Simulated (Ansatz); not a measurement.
BAs:
```
BAs
1.0
    3.35789     0.00000     0.00000
   -1.67894     2.90801     0.00000
    0.00000     0.00000     5.55524
B As
2 2
Direct
  0.33333   0.66667   0.37470
  0.66667   0.33333   0.87470
  0.33333   0.66667   0.00030
  0.66667   0.33333   0.50030
```

Relaxed with HSE06.

Question: Give the Bader charges and basin volumes of the independent atoms, DFT-HSE06 in the program Ansatz with PAW potentials.

Answer: 

```tsv
atom	Bader charge (e)	Bader volume (Å³)
B1	+0.19	8.7
As3	-0.19	18.5
```

Space group P6_3mc (wurtzite). The first step of the workflow began from a Materials Project structure, measured or hypothetical; the Crystallography Open Database copy checked does not list it. It is not the phase usual at ambient conditions (space group No. 216). Symmetry was held in the HSE06 relaxation; whether a distortion lowers the energy is not shown.

Potentials: the earlier of the program's two PAW sets. The files were generated under PBE; for other functionals the program regenerates the frozen cores, and for LDA and PBEsol the local potential too.
